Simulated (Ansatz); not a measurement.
**LiAl5: relaxed-ion elastic tensor**

Theory: DFT PBE, scalar-relativistic, plane waves, PAW in Ansatz. Settings: 420 eV plane-wave cutoff, Γ-centred 12×12×4 mesh, Fermi-Dirac smearing of 0.15 eV. No spin polarisation.

The cell, relaxed at this level:
```xyz
6
Lattice="2.8658 0.0000 0.0000 0.0000 2.8658 0.0000 0.0000 0.0000 12.1615" Properties=species:S:1:pos:R:3 pbc="T T T"
Li    0.0000    0.0000    0.0000
Al    1.4329    1.4329   10.0769
Al    0.0000    0.0000    8.0815
Al    1.4329    1.4329    6.0807
Al    0.0000    0.0000    4.0800
Al    1.4329    1.4329    2.0846
```

The cell was found from a structure generator's guess, not taken from experiment. In a metal, frequencies and elastic constants depend on the k mesh and the smearing, soft modes and shear constants most.

Question: Give the relaxed-ion elastic constants (GPa, Voigt order xx yy zz yz xz xy, on the Cartesian axes of the cell above).

Answer:
C11 = 109.5, C12 = 37.9, C13 = 35.4, C22 = 109.5, C23 = 35.4, C33 = 96.2, C44 = 30.7, C55 = 30.7, C66 = 25.2 GPa; the others vanish.

Question: Is the crystal stable against homogeneous strain?

Answer: Yes: the least eigenvalue of the tensor is 25.2 GPa.

Question: And the moduli of a polycrystal (Hill averages)?

Answer: B = 59 GPa, G = 31 GPa, E = 79 GPa, ν = 0.28.
